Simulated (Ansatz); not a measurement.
## Contact hyperfine fields in FeGe

Cell: an entry of the Crystallography Open Database (COD), its atoms then relaxed with PBE in this cell.

Space group P2_13 (No. 198); a = 4.6890 Å.

```
site  Wyckoff  site symmetry       x       y       z
  Fe       4a            .3.  0.1336  0.1336  0.1336
  Ge       4a            .3.  0.8413  0.8413  0.8413
```

One atom of each set is listed.

Computed with Ansatz: DFT, PBE, plane waves and PAW, scalar-relativistic, collinear spin, 420 eV cutoff, Γ-centred 7×7×7 k-points, Fermi–Dirac smearing 0.05 eV. Start moments as typed (μB): 3 on each Fe, none on the rest.

B_c = (2μ₀/3)μB(ρ↑ − ρ↓), with the spin density averaged over the Thomson radius around the nucleus, 7.77 T per e/Å³, positive along the up direction of the run. The valence column is what the valence and semicore waves of the PAW files give as listed; the rest comes from solving these waves and the inner shells again in each spin's potential.

Task: What moments and contact fields does each site carry?

Result: The cell's net moment is 4.24 μB; the site moments, counted in spheres around the atoms, add up to 4.47 μB, and the difference lies between the spheres. One atom of each set is listed.

```json
{"site": "Fe", "m (μB)": "1.17", "B_c (T)": "-12.0", "valence column (T)": "9.9", "rest (T)": "-21.9"}
{"site": "Ge", "m (μB)": "-0.05", "B_c (T)": "-11.3", "valence column (T)": "-11.0", "rest (T)": "-0.3"}
```

On Fe the field amounts to -10.2 T per μB of the site's moment: core polarisation sets it against the moment.

The magnetic order is the one that the run reached from its start moments, not necessarily the measured one. The run finds no gap above 0.1 eV, so moments and fields hang on the k-mesh and the smearing. Semilocal functionals underestimate the core's part of the field; in a metal the conduction electrons' part and a positive orbital field can offset that, so a measured field can be larger or smaller. Orbital and dipolar fields are left out.
